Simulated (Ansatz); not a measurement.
Input, command and steps of an Ansatz relaxation.

```yaml
crystal:
  lattice:
    - [3.8086756083, 0.0, 0.0]
    - [-1.9043378042, 3.2984098315, 0.0]
    - [0.0, 0.0, 6.1466015138]
  atoms:
    - { symbol: Mn, position: [0.3333333333, 0.6666666667, 0.0029764081], spin: 4.49 }
    - { symbol: Mn, position: [0.6666666667, 0.3333333333, 0.5029764081], spin: 4.49 }
    - { symbol: S, position: [0.3333333333, 0.6666666667, 0.3820235919], spin: 0.14 }
    - { symbol: S, position: [0.6666666667, 0.3333333333, 0.8820235919], spin: 0.14 }
basis:
  ecutwfc: 420
kpoints:
  mp_grid: { grid: [12, 12, 8] }
hamiltonian:
  xc: pbesol
scf:
  occupations: { method: gaussian, width: 0.1 }
output:
  forces: true
  stress: true
  eigenvalues: true
  populations: true
magnetization:
  spin_polarized: true
relax:
  adjacent_minimum: "off"
  f_tol: 0.01
  max_steps: 30
  cell: { stress_tol: 0.1, fix: [volume] }
```

```bash
ansatz run input.yaml --threads 1 --pin off --max-ram 2560MiB --backend cpu --events-out ev --progress --plain --runs-dir out
```

Theory: DFT PBEsol, scalar-relativistic, plane waves, PAW in Ansatz 0.2.0.

The volume is held at 0.91 times that of the relaxed cell.

Of 4 frames 3 are shown, positions in Å and forces in eV/Å; the SCF threshold varies from step to step. Steps run on the plane waves of an earlier cell, with a Pulay correction in the pressure. The basis is chosen afresh for the last frame, the zero of the energies, and at times for earlier ones too; energy and pressure step there, also at an unchanged geometry.

```xyz
4
Lattice="3.8087 0.0000 0.0000 -1.9043 3.2984 0.0000 0.0000 0.0000 6.1466" Properties=species:S:1:pos:R:3:forces:R:3 pbc="T T T" step=1 free_energy_over_end_meV_per_atom=0.13 pressure_GPa=4.33
Mn    0.0000    2.1989    0.0183    0.0000    0.0000    0.0079
Mn    1.9043    1.0995    3.0916    0.0000    0.0000    0.0079
S     0.0000    2.1989    2.3481    0.0000    0.0000   -0.0079
S     1.9043    1.0995    5.4214    0.0000    0.0000   -0.0079
4
Lattice="3.8055 0.0000 0.0000 -1.9027 3.2956 0.0000 0.0000 0.0000 6.1569" Properties=species:S:1:pos:R:3:forces:R:3 pbc="T T T" step=2 free_energy_over_end_meV_per_atom=0.08 pressure_GPa=4.31
Mn    0.0000    2.1971    0.0201    0.0000    0.0000    0.0105
Mn    1.9027    1.0985    3.0985    0.0000    0.0000    0.0105
S     0.0000    2.1971    2.3504    0.0000    0.0000   -0.0105
S     1.9027    1.0985    5.4288    0.0000    0.0000   -0.0105
4
Lattice="3.7961 0.0000 0.0000 -1.8980 3.2875 0.0000 0.0000 0.0000 6.1875" Properties=species:S:1:pos:R:3:forces:R:3 pbc="T T T" step=4 free_energy_over_end_meV_per_atom=0.00 pressure_GPa=4.24
Mn    0.0000    2.1917    0.0261    0.0000    0.0000    0.0068
Mn    1.8980    1.0958    3.1198    0.0000    0.0000    0.0068
S     0.0000    2.1917    2.3561    0.0000    0.0000   -0.0068
S     1.8980    1.0958    5.4499    0.0000    0.0000   -0.0068
```

It took 5.5 min on 1 thread of Intel(R) Xeon(R) Processor @ 2.50GHz (Skylake/Cascade Lake), on a shared host, peak memory 0.63 GiB.

The state reached may not be the lowest one. The program reads another magnetic order as possibly lower. Moments started parallel, and an antiferromagnetic order may lie lower.